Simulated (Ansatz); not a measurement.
TaAs in space group I4_1md (No. 109; Ta on 4a, As on 4a) at seven volumes, plane-wave PAW LDA (Ansatz code), shape and atoms relaxed at each. One row is withheld.

| V (Å³/atom) | P (GPa) |
|---|---|
| 15.179 | ? |
| 15.680 | 13.97 |
| 16.180 | 6.43 |
| 16.680 | 0.00 |
| 17.181 | -5.48 |
| 17.681 | -10.15 |
| 18.182 | -14.12 |

Fit the shown pressures and predict the withheld one.

P = (3/2)B₀(x^(7/2) − x^(5/2))[1 + (3/4)(B′ − 4)(x − 1)] with x = (V₀/V)^(2/3). Least squares on the six rows gives V₀ = 16.680 Å³/atom, B₀ = 198 GPa, B′ = 4.35. At V = 15.179, x = 1.0649 and P = 22.93 GPa. The run itself gave 22.80 GPa.

The cell was relaxed with LDA under the symmetry of its start; of distortions, only those at the zone centre were tested. No spin polarisation was allowed. Scalar-relativistic: spin–orbit coupling is off unless named, which matters more the heavier the elements.

Potentials: the later of the program's two PAW sets.
